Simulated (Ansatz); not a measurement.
One crystal and one scan (energy against volume) at two levels, PBE (plane waves to 420 eV, PAW, scalar-relativistic; Ansatz, a quantum-chemistry and plane-wave program) and r2SCAN (plane waves to 500 eV, PAW, scalar-relativistic; Ansatz), each from its own relaxed cell and on its own mesh.

The crystal is CsPbBr₃ (cubic perovskite); the cell is scaled evenly about its relaxed volume V₀.

E stands for the smeared free energy. CsPbBr3 was relaxed with its symmetry unable to fall. Spin-orbit coupling is left out, though Pb is heavy. This is a high-temperature form of CsPbBr3. Both scans cover V/V₀ from 0.900 to 1.100.

```csv
quantity,run 1,run 2
Lattice constant a (Å),5.938,6.003
"Band gap of the relaxed cell, no spin-orbit coupling (eV)",2.03,1.78
Pressure at the smallest volume (GPa),2.86,2.50
Energy cost of the largest compression (meV/atom),33.8,30.6
Energy cost of the largest expansion (meV/atom),23.0,20.9
Bulk modulus B₀ (third-order Birch-Murnaghan fit) (GPa),21.1,18.5
```

Task: Which run is which level?

Result: Run 2 is PBE, run 1 is r2SCAN. PBE gives the higher value for: lattice constant a. PBE gives the lower value for: band gap of the relaxed cell, no spin-orbit coupling; pressure at the smallest volume; energy cost of the largest compression; energy cost of the largest expansion; bulk modulus B₀.

(Under strain, the slope of the energy per volume gives the stress and its curvature an elastic modulus.)
